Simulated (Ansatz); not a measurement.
AlMo$_{2}$N:
```
CELL_PARAMETERS angstrom
      2.85317     0.00000     0.00000
     -1.42659     2.47092     0.00000
      0.00000     0.00000    14.61733
ATOMIC_POSITIONS crystal
  Al 0.33333 0.66667 0.75000
  Al 0.66667 0.33333 0.25000
  Mo 0.33333 0.66667 0.09569
  Mo 0.66667 0.33333 0.59569
  Mo 0.66667 0.33333 0.90431
  Mo 0.33333 0.66667 0.40431
  N  0.00000 0.00000 0.00000
  N  0.00000 0.00000 0.50000
```

Relaxed with PBE. Special points in fractions of this cell's reciprocal vectors: Γ (0.000, 0.000, 0.000); M (0.500, 0.000, 0.000); K (0.333, 0.333, 0.000); A (0.000, 0.000, 0.500); L (0.500, 0.000, 0.500); H (0.333, 0.333, 0.500).

Task: List the band energies nearest the Fermi level at these points for PBE with spin–orbit coupling in the plane-wave PAW code Ansatz.

Result: In eV from the Fermi level; about four levels below and three above (degenerate sets whole), none deeper than 8.9 eV; points with the same levels are listed once.

```csv
k,below,above
Γ,-0.61 -0.61 -0.56 -0.56,0.12 0.12 0.15 0.15
M,-1.23 -1.23 -0.24 -0.24,0.35 0.35 0.51 0.51
K,-2.35 -2.35 -2.08 -2.08,0.07 0.07 0.15 0.15
A,-0.59 -0.59 -0.59 -0.59,0.14 0.14 0.14 0.14
L,-1.40 -1.40 -1.40 -1.40,0.23 0.23 0.23 0.23
H,-0.09 -0.09 -0.03 -0.03,0.69 0.69 0.71 0.71 0.71 0.71
```

Space group P6_3/mmc. The start of the workflow was typed in or built on a structure type; neither database checked (COD, Materials Project) lists it. Whether it is the stable phase at ambient conditions was not checked. Symmetry was held in the PBE relaxation; whether a distortion lowers the energy is not shown. The workflow began spin-polarised and lost its moments. The volume moved by 16 % from the start of the relaxation.

Potentials: the earlier of the program's two PAW sets.
